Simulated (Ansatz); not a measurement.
## SnPb3S4 (Fmm2) at 3 levels of theory

One geometry, relaxed with PBE; plane waves with PAW potentials in Ansatz, scalar-relativistic. No spin polarisation. Gaps are the least over mesh and band path; pressure is positive in compression.

```yaml
crystal:
  lattice:
    - [0.00000, 5.97357, 4.24423]
    - [4.24177, 0.00000, 4.24423]
    - [4.24177, 5.97357, 0.00000]
  atoms:
    - { symbol: Sn, position: [0.48380, 0.48380, 0.51620] }
    - { symbol: Pb, position: [0.74528, 0.74528, 0.75472] }
    - { symbol: Pb, position: [0.24528, 0.24528, 0.25472] }
    - { symbol: Pb, position: [0.99409, 0.99409, 0.00591] }
    - { symbol: S, position: [0.49989, 0.03192, 0.50011] }
    - { symbol: S, position: [0.25146, 0.74752, 0.25248] }
    - { symbol: S, position: [0.03192, 0.49989, 0.96808] }
    - { symbol: S, position: [0.74752, 0.25146, 0.74854] }
```

| level | cutoff (eV) | k mesh | gap (eV) | pressure (GPa) |
| --- | --- | --- | --- | --- |
| PBE | 420 | 8×8×8 | 0.06 | 0.0 |

Question: What comes out on the same cell with r2SCAN, LDA?

Answer:
```tsv
level	cutoff (eV)	k mesh	gap (eV)	pressure (GPa)
r2SCAN	500	8×8×8	0.20	-1.0
LDA	420	8×8×8	0.00	-4.4
```

Spin-orbit coupling matters for the bands of heavy elements and is left out.

The cell was found from a structure generator's guess, not taken from experiment.
